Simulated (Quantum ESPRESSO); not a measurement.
# Band energies of MgTe

```xyz
4
Lattice="4.5626 0.0000 0.0000 -2.2813 3.9514 0.0000 0.0000 0.0000 7.4041" Properties=species:S:1:pos:R:3 pbc="T T T"
Mg     0.0000     2.6342     7.3777
Mg     2.2813     1.3171     3.6756
Te     0.0000     2.6342     2.7660
Te     2.2813     1.3171     6.4680
```

PBE (pw.x of Quantum ESPRESSO, ONCV potentials, scalar-relativistic); path ΓMKΓALHA,LM,KH; energies in eV from the valence-band maximum.

```csv
k (1/Å),point,band 22,band 23,band 24,band 25,band 26,band 27,band 28,band 29
0.00,Γ,-0.52,-0.52,-0.03,-0.03,0.00,2.49,2.97,5.28
0.45,,-2.17,-1.83,-1.02,-0.42,-0.29,3.54,3.92,4.84
0.80,M,-2.64,-1.99,-1.26,-1.02,-0.47,3.15,3.89,4.29
0.91,,-2.62,-1.97,-1.40,-1.04,-0.62,3.44,4.02,4.29
1.25,K,-2.59,-2.39,-1.43,-1.43,-1.39,3.54,5.74,5.74
1.37,,-2.62,-2.17,-1.68,-1.29,-1.19,3.62,5.41,5.62
1.83,,-1.63,-1.45,-0.84,-0.30,-0.23,3.81,4.12,4.73
2.17,Γ,-0.52,-0.52,-0.03,-0.03,0.00,2.49,2.97,5.28
2.38,,-0.80,-0.45,-0.45,-0.11,-0.11,3.13,3.19,5.31
2.60,A,-2.02,-0.29,-0.29,-0.29,-0.29,3.47,3.47,5.54
2.80,,-2.08,-0.65,-0.65,-0.39,-0.39,3.97,3.97,4.99
3.19,,-2.97,-0.97,-0.97,-0.83,-0.83,3.40,3.40,4.52
3.39,L,-3.20,-0.91,-0.91,-0.90,-0.90,3.23,3.23,4.27
3.62,,-3.10,-1.53,-1.53,-0.70,-0.70,3.67,3.67,4.82
3.85,H,-2.99,-1.96,-1.96,-0.63,-0.63,3.90,3.90,5.16
4.13,,-2.91,-1.49,-1.49,-0.75,-0.75,3.95,3.95,5.28
4.49,,-2.16,-0.83,-0.83,-0.51,-0.51,4.31,4.31,4.71
4.77,A,-2.02,-0.29,-0.29,-0.29,-0.29,3.47,3.47,5.54
4.77,L,-3.20,-0.91,-0.91,-0.90,-0.90,3.23,3.23,4.27
5.19,M,-2.64,-1.99,-1.26,-1.02,-0.47,3.15,3.89,4.29
5.19,K,-2.59,-2.39,-1.43,-1.43,-1.39,3.54,5.74,5.74
5.62,H,-2.99,-1.96,-1.96,-0.63,-0.63,3.90,3.90,5.16
```

The PBE gap is direct, 2.49 eV at Γ.

Spin-orbit coupling is left out, which matters for elements this heavy: edges can move by tenths of an eV.

Geometry relaxed with PBEsol.
